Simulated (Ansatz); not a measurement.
In r²SCAN+D4 in the plane-wave PAW code Ansatz, CuC₆ in the hexagonal phase (P6/mmm; C on 6j, Cu on 1b) relaxes to a = 4.261 Å, c = 4.734 Å. Its formation energy from the elements is 0.47 eV/atom, with no fitted shifts.

Electronic character: metallic (no gap).

The start of the workflow was typed in or built on a structure type; neither database checked (COD, Materials Project) lists it. Whether it is the stable phase at ambient conditions was not checked. The r²SCAN+D4 relaxation kept the symmetry of its start; its stability against distortions is not shown here. The run is not spin-polarised. Its formation energy is positive at this level, so the cell may be metastable or incomplete. The references are the lowest solids computed at this level, not always the standard phases.

Potentials: the earlier of the program's two PAW sets. The files were generated under PBE; for other functionals the program regenerates the frozen cores, and for LDA and PBEsol the local potential too.
